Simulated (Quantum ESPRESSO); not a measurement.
# Planted mistakes on one cell of Zn4F6Cl2

These are calculations, not measurements. They come from pw.x of Quantum ESPRESSO 7.5, a plane-wave density functional program, with PseudoDojo standard norm-conserving files (v0.5 for PBE, v0.4.1 for LDA and PBEsol). The cells are made up: elements, strain and atom displacements were drawn at random, and nothing was relaxed. There is no spin polarisation, spin-orbit coupling or dispersion term.

The cell has 12 sites of a rutile lattice (two cells along c). Sites 1 to 4 hold Zn Zn Zn Zn; sites 5 to 12 hold F Cl F F F F Cl F. Cell vectors in Å: (4.948, 0.032, 0.049); (0.032, 4.981, 0.003); (0.066, 0.004, 6.431). Settings: PBE, cutoff 1143 eV, 5 x 5 x 4 k mesh shifted by half a step, Fermi-Dirac smearing of 0.025 eV.

The intended run has a self-consistency threshold of 1e-07 eV, a smearing term of 0.000 eV, a pressure of 11.30 GPa and 10 iterations. Each further run changes one thing: all lengths scaled by 1.0160; atoms of sites 6 and 8 exchanged; cutoff 801 eV; files of PBEsol; k mesh 1 x 1 x 1; one electron added; smearing 0.89 eV; threshold 0.4 eV. A coarse mesh keeps the shift, and a charged cell sits in a uniform background.

```
run,change of free energy (eV),smearing term -TS (eV),change of P (GPa),largest change of a force component (eV/Å),iterations
A,-0.251,0.000,0.41,0.209,10
B,-0.406,0.000,-5.56,0.293,10
C,-0.301,0.000,-0.59,2.599,10
D,10.682,-0.005,20.33,0.495,11
E,0.069,0.000,6.94,0.431,3
F,6.325,0.000,-57.89,0.048,10
G,-0.510,-2.375,1.64,0.138,11
H,31.259,0.000,-5.15,0.104,10
```

A rerun of the intended cell at 1437 eV and k mesh 7 x 7 x 6 moved values by no more than 0.003 eV in the cell's energy, 0.02 GPa in stress and 0.002 eV/Å in force.

Question: which change belongs to which run?

## Worked reading

Run E has the fewest iterations, as a run stopped early does. Run G has the largest smearing term, as wide smearing gives. Run F has a higher energy and the largest fall in pressure, as too small a basis gives. Run B changes the volume by a factor of 1.0488; minus its pressure change over the logarithm of that factor, 117 GPa, is a rough bulk modulus with clamped atoms. Energies from files of another functional, or of a charged cell, have another zero and say nothing on stability; the pressure of a charged cell rests on the program's zero of potential too.

## Key

```
run,change
A,k mesh 1 x 1 x 1
B,all lengths scaled by 1.0160
C,atoms of sites 6 and 8 exchanged
D,one electron added
E,threshold 0.4 eV
F,cutoff 801 eV
G,smearing 0.89 eV
H,files of PBEsol
```